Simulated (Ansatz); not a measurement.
Cr:
Space group Fd-3m, origin choice 1 (No. 227); a = b = c = 5.008 Å, α = β = γ = 90.00°

```json
[
 {"atom": "Cr", "site": "8b", "symmetry": "-43m", "x": "0.5000", "y": "0.5000", "z": "0.5000"}
]
```
(The calculation used a cell of 2 atoms; values per cell refer to that cell.)

Relaxed with PBEsol in the plane-wave PAW code Ansatz. Indices refer to the conventional cell of Fd-3m, a = b = c = 5.0079 Å, α = β = γ = 90.00°.

**Question.** Simulate the powder diffraction pattern (Cu Kα, λ = 1.54184 Å; lines above 1 %) up to 2θ = 90°.

**Answer.** Simulated powder pattern, Cu Kα, λ = 1.54184 Å (kinematic, ideal powder, no thermal factors, no anomalous dispersion; the 30 strongest lines at most, above 1 %, up to 2θ = 90°):

```
2θ (°)  d (Å)  I/Imax (%)    hkl
------  -----  ----------  -----
30.93   2.891         100  (111)
51.62   1.771          63  (220)
61.40   1.510          35  (311)
76.01   1.252         8.5  (400)
84.29   1.149          13  (331)
```

The start of the workflow was typed in or built on a structure type; neither database checked (COD, Materials Project) lists it. It is not the phase usual at ambient conditions (space group No. 229). The PBEsol relaxation kept the symmetry of its start; whether a distortion lowers the energy is not shown. The workflow began spin-polarised and lost its moments. The volume moved by -17 % from the start of the relaxation.

Potentials: the earlier of the program's two PAW sets.
